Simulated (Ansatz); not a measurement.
Method: PBE, no spin polarisation; PAW, plane waves to 420 eV, 8×8×4 Γ-centred mesh, fermi-dirac occupations (width 0.1 eV) (Ansatz 0.2.0), atoms fixed.

Computed maps in the lattice plane spanned by b (left to right, 4.39 Å, 13 points from zero) and c (bottom to top, 10.60 Å, 26 points from zero), 90° apart, at height 0.000 along a. The fields are smooth PAW ones with compensation charges, not the true ones near nuclei.

Valence density. Digits on a logarithmic scale: 0 up to 0.03 e/Å³, each further digit a factor of 1.6, 9 from 1.3 e/Å³ up:
```
9976566665679
7766799997667
4456899998654
3345899998543
3345689986543
2234566665432
2233455554332
2334567765433
3444699996444
5555799997555
8866799997668
9996667766699
9997555555799
9996443344699
8865433334568
5544444444445
3333456654333
2334699996433
2235899998532
2235899998532
3334699996433
3333467764333
4443334433344
7654333333456
9975433334579
9986444444689
```

ELF. Ten even steps from '0' (0.00) to '9' (0.81):
```
0023433334320
2234431134432
3354310013453
3454310013454
2345331133543
2345543345543
2234444444432
2233322223332
4443210012344
4454200002454
3344310013443
0034432234430
0023433334320
0033332233330
3344322223443
4454221122454
4432124421234
2211389983112
2211794497112
2211793397112
2211399993112
3331125521133
3333211112333
2223322223322
0022322223220
0012344443210
```

**Question.** The cell is ZrZn2Sn2. Which atoms lie within 0.2 Å of this plane, and where (fractions of b and c)?

**Answer.** Sn at (0.50, 0.87), Zn at (0.50, 0.61), Zr at (0.50, 0.25), Sn at (0.00, 0.50), Zn at (0.00, 0.00). The whole cell:
```xyz
10
Lattice="4.3883 0.0000 0.0000 0.0000 4.3883 0.0000 0.0000 0.0000 10.6011" Properties=species:S:1:pos:R:3 pbc="T T T"
Sn    0.0000    2.1941    9.1805
Sn    2.1941    0.0000    1.4205
Zn    0.0000    2.1941    6.5091
Zn    2.1941    0.0000    4.0920
Zr    0.0000    2.1941    2.6291
Zr    2.1941    0.0000    7.9720
Sn    0.0000    0.0000    5.3005
Sn    2.1941    2.1941    5.3005
Zn    0.0000    0.0000    0.0000
Zn    2.1941    2.1941    0.0000
```

Origin: a known structure type with other elements, at an estimated volume, so it need not be a known compound. Caveats: atoms or cell far from equilibrium.
